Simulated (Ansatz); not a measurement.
A geometry of Ti away from equilibrium: step 2 of the relaxation of a relaxed Ti cell displaced along its unstable phonon at q = (0, 0, ½) of its primitive reciprocal cell (115i cm⁻¹), largest move 0.15 Å. Computed with PBEsol (plane waves to 420 eV, PAW, scalar-relativistic; Ansatz, a first-principles code). Γ-centred k-mesh 14×14×6 on the run's cell (coarser than for final values), Fermi–Dirac smearing 0.05 eV.

```xyz
2
Lattice="2.6892 0.0000 0.0000 -1.3446 2.3361 0.0000 0.0000 0.0000 5.3008" Properties=species:S:1:pos:R:3:forces:R:3 pbc="T T T" free_energy=-4947.321 pressure_GPa=0.2
Ti     0.0000    -0.3460     1.3252    0.0000   -0.4569    0.0000
Ti     0.0000     0.3460     3.9756    0.0000    0.4569    0.0000
```

Positions in Å, forces in eV/Å, free energy of the cell in eV (comparable only within this code, potentials and settings). Largest force: 0.46 eV/Å, on Ti1, Ti2 (atoms numbered as listed); the geometry lies 0.24 eV/atom above the end of its relaxation.

No spin polarisation in the result.

The run could not lose the symmetry of its start.

Of the parent cell (P6/mmm (No. 191)): it is a generated cell of Ti: the first start was made by placing the elements on the sites of a structure type, and the end was not matched to a known phase here, so it may be hypothetical. Known forms of Ti include space group No. 194.
